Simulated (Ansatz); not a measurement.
The geometry is COD entry 1510831, unchecked; take it as a test cell.

A run of Ansatz 0.2.0 printed the following.

```
hamiltonian.pseudopotentials.datasets: crystal makes datasets for this crystal and solves the spheres of its atoms anew in each pass: cutoff 320.0 eV, the density's 1280.0 eV; for an error of 0.50 meV an atom under PBE, 1.5 meV for the cell; an energy difference from a run of another recipe may be off by several times the error for the cell, under r2SCAN by more, where some 0.1 meV an atom stays at smaller errors; B in spheres of 0.905 Å, 3 of its electrons in bands; Sc in spheres of 1.376 Å, 11 of its electrons in bands
Engine: ansatz 0.2.0
Pseudopotentials: kind: all_electron
Pseudopotential: Sc, paw, valence charge 11, recommended cutoff 320 eV (normal), Koelling and Harmon's equation, gaussian nucleus
Pseudopotential: B, paw, valence charge 3, recommended cutoff 320 eV (normal), Koelling and Harmon's equation, gaussian nucleus
Functional definition: PBEsol
  exchange = pbesol_x
  correlation = pbesol_c
Crystal: 3 atoms, lattice volume = 30.248 Å³
Basis set: ecut = 320 eV, 389 PW (Γ), exchange–correlation on 40×40×48 points (8 copies of the dense FFT grid, shifted against one another)
Bands: 13, of which v1, the nominal top of the filled ones, is band 9 counted from 1 (8 counted from 0)
Symmetry: 24 space group operations
Space group: P6/mmm (ITA 191), of the structure as read, at distance tolerance 3.1e-5 Å
k-points: 95 of 1296
Non-local potential: Sc, projectors of the file, l = 0: 2, l = 1: 2, l = 2: 2
Non-local potential: B, projectors of the file, l = 0: 1, l = 1: 1
PAW form: soft (Blöchl's): semilocal exchange-correlation on the pseudo side does not see the compensation charge
PAW one-centre angular grid: Sc, 590 points (default); XC on its mesh's 1957 points in the sphere
PAW one-centre angular grid: B, 110 points (default); XC on its mesh's 1943 points in the sphere
Initial density: superposition of atomic densities (neutral atoms: chi_scale 0, normalization atom)
Initial wavefunctions: pseudopotential atomic-orbital guess
Functional: x = pbesol(κ = 0.804, μ = 0.12345679012345678), c = pbesol(β = 0.046)
iter 1 solved again at ethr=2.26e-2 eV; its pass at ethr=1.00e-1 eV (dr2=3.84e0 eV) is discarded
SCF iter   1: F=—  HF=-22120.570313 eV  |F-HF|=—  |Δ(HF+E_count)|=         —  Δρ=8.38e-2  dr2=3.96e0  ethr=2.26e-2  ⟨swp⟩=2.0  Hψ=6669  notcnv=0
preconditioner: auto → none  [metal: Δε(μ)=0.039 eV  Ē_g=17.810 eV  σ=0.030 eV  W_gap=0.31  n_scr=8 (ndim 8)  ℏωp=26.1 eV  f_vac=0.000  D(μ)=0.77/eV (n_scr^D=2)  sad-step TF]
SCF iter   2: F=—  HF=-22119.934221 eV  |F-HF|=—  |Δ(HF+E_count)|=   6.36e-1  Δρ=4.36e-2  dr2=1.10e0  ethr=2.26e-2  ⟨swp⟩=3.5  Hψ=2806  notcnv=0  defer=9
SCF iter   3: F=—  HF=-22119.731413 eV  |F-HF|=—  |Δ(HF+E_count)|=   2.03e-1  Δρ=1.98e-2  dr2=2.21e-1  ethr=6.45e-3  ⟨swp⟩=4.1  Hψ=3619  notcnv=0  defer=3
iter 4 solved again at ethr=2.53e-5 eV; its pass at ethr=1.30e-3 eV (dr2=4.30e-3 eV) is discarded
SCF iter   4: F=—  HF=-22119.699475 eV  |F-HF|=—  |Δ(HF+E_count)|=   3.19e-2  Δρ=3.01e-3  dr2=4.40e-3  ethr=2.53e-5  ⟨swp⟩=2.7  Hψ=6261  notcnv=0  defer=1
SCF iter   5: F=—  HF=-22119.700000 eV  |F-HF|=—  |Δ(HF+E_count)|=   5.25e-4  Δρ=2.15e-3  dr2=1.79e-3  ethr=2.53e-5  ⟨swp⟩=4.0  Hψ=3720  notcnv=0  defer=1
SCF iter   6: F=—  HF=-22119.699898 eV  |F-HF|=—  |Δ(HF+E_count)|=   1.02e-4  Δρ=2.05e-4  dr2=1.21e-5  ethr=1.05e-5  ⟨swp⟩=3.5  Hψ=2697  notcnv=0  defer=1
SCF iter   7: F=—  HF=-22119.699834 eV  |F-HF|=—  |Δ(HF+E_count)|=   6.34e-5  Δρ=1.25e-4  dr2=3.40e-6  ethr=7.09e-8  ⟨swp⟩=3.7  Hψ=3595  notcnv=0  defer=1
SCF iter   8: F=—  HF=-22119.699842 eV  |F-HF|=—  |Δ(HF+E_count)|=   7.75e-6  Δρ=3.69e-5  dr2=3.14e-7  ethr=2.00e-8  ⟨swp⟩=3.5  Hψ=2825  notcnv=0  defer=1
SCF iter   9: F=—  HF=-22119.699842 eV  |F-HF|=—  |Δ(HF+E_count)|=   3.54e-7  Δρ=1.08e-5  dr2=3.08e-8  ethr=1.85e-9  ⟨swp⟩=3.7  Hψ=2906  notcnv=0  defer=1
SCF iter  10: F=-22119.699842 eV  HF=-22119.699842 eV  |F-HF|=1.02e-9  |Δ(HF+E_count)|=   2.23e-8  Δρ=1.67e-6  dr2=9.15e-10  ethr=1.81e-10  ⟨swp⟩=3.7  Hψ=2890  notcnv=0  defer=1
SCF 1 converged in 10 iterations: F = -22119.699841 eV  dr2 = 9.15e-10
  Residual-converged pass: ⟨swp⟩=3.3  Hψ=2332  notcnv=0  max |occ|·‖R‖ = 6.4e-6 eV (tolerance 6.5e-6 eV)  dr2=8.99e-10  dr2_onsite=1.95e-9  max |Δocc| = 2.5e-10
  greatest PAW one-centre occupation: 0.996 electrons in one spin orbital (limit 2), on the Sc atom at site 0 (counted from 0), in its partial waves of l = 0
NSCF: frozen V_eff on 65 k-points
SCF converged after 10 iterations
Free energy (F): -22119.699841 eV
Harris-Foulkes:  -22119.699841 eV  (|F-HF|=1.02e-9)
Internal energy: -22119.697910 eV  (E = F + TS)
E sigma→0 (E₀):  -22119.698875 eV
Entropy (-TS):   -0.001930 eV (-0.643 meV/atom)
Past the cutoff: the bands carry plane waves up to 1.75 times it, of which those up to 1.5 times it add -0.000280 eV an atom, each by itself; the spheres take 0.000173 eV an atom off the energy for waves past 1.75 times it
By the cutoff:   a pressure is off by up to 0.007 GPa (1.2 times the spheres' own share and the shells' term, over an atom's volume, and 0.004 GPa: a bound that held against runs at twice the plane waves)
Past the cutoffs: a stress includes 0.0017 GPa for waves and charges beyond them, in addition to the slope of what the spheres take
In the spheres:  the bands' charges fall short by 7.0e-7 e at most (sound up to 1e-3)
Fermi energy:    12.341385 eV
--- Per-component energies (eV) ---
  The terms above E_closure are by the made datasets' own strengths, without shells solved beside the bands.
--- Forces (eV/Å), atoms counted from 1 ---
  atom   1  Sc     0.00000000     0.00000000     0.00000000
  atom   2  B      0.00000000    -0.00000000     0.00000000
  atom   3  B      0.00000000     0.00000000     0.00000000
  max |Σ_I F_I| component: 3.70e-17 eV/Å
--- Stress (GPa, compression-positive) ---
       -4.908241      -0.000000       0.000000
       -0.000000      -4.908241       0.000000
        0.000000       0.000000      -4.770458
  P = ⅓ Tr σ = -4.8623 GPa (-48.623 kbar)
--- PAW observables at the nuclei: V_zz in 10²¹ V/m², potentials from the cell's mean, atoms counted from 1 ---
  atom   1  Sc V_zz =    +1.360107   η = 0.0000   by run symmetry: allowed
            electrostatic potential = -2371.021354 V   contact ρ = 48471.066973 e/Å³
  atom   2  B  V_zz =    +0.569007   η = 0.0000   by run symmetry: allowed
            electrostatic potential = -328.122918 V   contact ρ = 481.592899 e/Å³
  atom   3  B  V_zz =    +0.569007   η = 0.0000   by run symmetry: allowed
            electrostatic potential = -328.122918 V   contact ρ = 481.592899 e/Å³
--- Band table (eV; the first three rows and the last of 95) ---
  k-point 0: bands = ["-35.6955", "-14.5167", "-14.2052", "-14.2052", "0.7826", "10.7927", "11.4659", "11.4659", "11.8930", "16.4307", "16.4307"]
  k-point 1: bands = ["-35.6942", "-14.5392", "-14.2037", "-14.2037", "0.9206", "9.8522", "11.5681", "11.5681", "12.7584", "15.9743", "15.9743"]
  k-point 2: bands = ["-35.6909", "-14.5956", "-14.1999", "-14.1999", "1.3033", "8.5479", "11.8639", "11.8639", "13.8749", "15.2411", "15.2411"]
  k-point 94: bands = ["-35.6069", "-14.5548", "-14.5334", "-14.5334", "5.3294", "5.3294", "8.1153", "10.8349", "10.8349", "16.8692", "18.0367"]
```

The cell and starting positions:

```
CELL_PARAMETERS angstrom
3.15000 0.00000 0.00000
-1.57500 2.72798 0.00000
0.00000 0.00000 3.52000
ATOMIC_POSITIONS crystal
Sc 0.00000 0.00000 0.00000
B 0.33333 0.66667 0.50000
B 0.66667 0.33333 0.50000
```

Parts of the input that the log doesn't repeat:

```yaml
  band_path:
    path:
      - [0.0, 0.0, 0.0]
      - [0.5, 0.0, 0.0]
      - [0.3333333333, 0.3333333333, 0.0]
      - [0.0, 0.0, 0.0]
      - [0.0, 0.0, 0.5]
      - [0.5, 0.0, 0.5]
      - [0.3333333333, 0.3333333333, 0.5]
      - [0.0, 0.0, 0.5]
      - [0.5, 0.0, 0.5]
    npoints: 8
output:
  forces: true
  stress: true
  eigenvalues: true
  efg: { contact_densities: true }
```

(1) Write the input that produced this log.

Answers

(1) 
```yaml
crystal:
  lattice:
    - [3.1499999905, 0.0, 0.0]
    - [-1.5749999953, 2.7279800137, 0.0]
    - [0.0, 0.0, 3.52]
  atoms:
    - { symbol: Sc, position: [0.0, 0.0, 0.0] }
    - { symbol: B, position: [0.3333333333, 0.6666666667, 0.5] }
    - { symbol: B, position: [0.6666666667, 0.3333333333, 0.5] }
kpoints:
  mp_grid: { grid: [12, 12, 9] }
  band_path:
    path:
      - [0.0, 0.0, 0.0]
      - [0.5, 0.0, 0.0]
      - [0.3333333333, 0.3333333333, 0.0]
      - [0.0, 0.0, 0.0]
      - [0.0, 0.0, 0.5]
      - [0.5, 0.0, 0.5]
      - [0.3333333333, 0.3333333333, 0.5]
      - [0.0, 0.0, 0.5]
      - [0.5, 0.0, 0.5]
    npoints: 8
scf:
  occupations: { method: fermi_dirac, width: 0.03 }
hamiltonian:
  xc: pbesol
  pseudopotentials: { kind: all_electron, datasets: crystal }
output:
  forces: true
  stress: true
  eigenvalues: true
  efg: { contact_densities: true }
```
This is the input that was run; digits and keys that the log doesn't show could differ in an equivalent one.
